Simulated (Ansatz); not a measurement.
## Notes on K2NiO4

```yaml
crystal:
  lattice:
    - [0.00000, 6.04126, 0.00000]
    - [6.13365, -3.02063, 0.00000]
    - [3.25227, 0.00000, -6.74566]
  atoms:
    - { symbol: Ni, position: [0.17558, 0.35116, 0.77329] }
    - { symbol: Ni, position: [0.82442, 0.64884, 0.22671] }
    - { symbol: K, position: [0.84530, 0.69060, 0.74500] }
    - { symbol: K, position: [0.15470, 0.30940, 0.25500] }
    - { symbol: K, position: [0.50940, 0.01880, 0.76480] }
    - { symbol: K, position: [0.49060, 0.98120, 0.23520] }
    - { symbol: O, position: [0.33330, 0.66660, 0.61760] }
    - { symbol: O, position: [0.66670, 0.33340, 0.38240] }
    - { symbol: O, position: [0.08780, 0.17560, 0.63820] }
    - { symbol: O, position: [0.91220, 0.82440, 0.36180] }
    - { symbol: O, position: [0.37640, 0.28600, 0.92150] }
    - { symbol: O, position: [0.09040, 0.71400, 0.07850] }
    - { symbol: O, position: [0.62360, 0.71400, 0.07850] }
    - { symbol: O, position: [0.90960, 0.28600, 0.92150] }
```

Level: r2SCAN, with U_eff = 4.52 eV on Ni d (all-electron-ortho-atomic projectors), no spin polarisation; 500 eV; 5×5×4 Γ-centred mesh; fermi-dirac occupations (width 0.1 eV); Ansatz 0.2.0, fixed geometry.

Forces: The largest is on O9 (and as large on other atoms): 2.40 eV/Å, components (1.98, 0.00, -1.36). It makes 3° with the line to a nearest neighbour, Ni1 at 1.77 Å, pointing towards it.
Contacts: Ni–O at 1.73 Å: least valence density 1.19 e/Å³ and ELF 0.42 there. K–O at 2.62 Å: least valence density 0.14 e/Å³ and ELF 0.04 there, a closed-shell (ionic or weak) contact. These are pseudo-fields; inside the PAW spheres they differ from the all-electron ones.
Electronic structure: The gap is 0.60 eV, direct at the points sampled. A semilocal functional usually gives too small a gap.
Band edges: Within 0.7 eV of the edges, the states project mainly on O p (92 %) below the gap and on O p (67 %) and Ni d (29 %) above it.

Origin: a known structure type with other elements, at an estimated volume, so it need not be a known compound. Caveats: no spin polarisation, so a magnetic state may lie lower; atoms or cell far from equilibrium.

It took 3.2 min on 1 thread of Arm Neoverse V2, on a shared host, peak memory 1.8 GiB, starting from a saved density. The time holds forces, stress, DOS, bands, ELF.
